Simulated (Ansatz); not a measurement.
InP:
```
CELL_PARAMETERS angstrom
      7.20178     0.00000     0.00000
      0.00000     7.20178     0.00000
      0.00000     0.00000     4.18676
ATOMIC_POSITIONS crystal
  In 0.32234 0.67766 0.00000
  In 0.67766 0.32234 0.00000
  In 0.82234 0.82234 0.50000
  In 0.17766 0.17766 0.50000
  P  0.31832 0.31832 0.00000
  P  0.68168 0.68168 0.00000
  P  0.18168 0.81832 0.50000
  P  0.81832 0.18168 0.50000
```

Relaxed with r²SCAN. Special points in fractions of this cell's reciprocal vectors: Γ (0.000, 0.000, 0.000); X (0.000, 0.500, 0.000); M (0.500, 0.500, 0.000); Z (0.000, 0.000, 0.500); R (0.000, 0.500, 0.500); A (0.500, 0.500, 0.500).

Question: List the band energies nearest the valence-band maximum at these points for the program Ansatz at the r²SCAN level (PAW).

Answer: In eV from the valence-band maximum; about four levels below and three above (degenerate sets whole), none deeper than 8.9 eV; points with the same levels are listed once.

| k | below | above |
|---|---|---|
| Γ | -0.22 -0.08 0.00 0.00 | 1.17 1.91 2.19 2.19 |
| X | -0.77 -0.77 -0.57 -0.57 | 2.38 2.38 2.56 2.56 |
| M | -1.14 -1.14 -1.06 -1.06 | 2.44 2.44 2.87 2.87 |
| Z | -1.82 -1.82 -1.74 -1.74 | 2.96 2.96 3.99 3.99 |
| R | -1.64 -1.64 -1.01 -1.01 | 2.43 2.43 3.19 3.19 |
| A | -1.40 -1.40 -1.36 -1.36 | 1.63 1.63 2.80 2.80 |

Space group P4_2/mnm. The start of the workflow was typed in or built on a structure type; neither database checked (COD, Materials Project) lists it. It is not the phase usual at ambient conditions (space group No. 216). The cell was relaxed with r²SCAN under the symmetry of its start; its stability against distortions is not shown here. The volume moved by 22 % from the start of the relaxation. Spin–orbit coupling is left out wherever it is not named.

Potentials: the later of the program's two PAW sets.
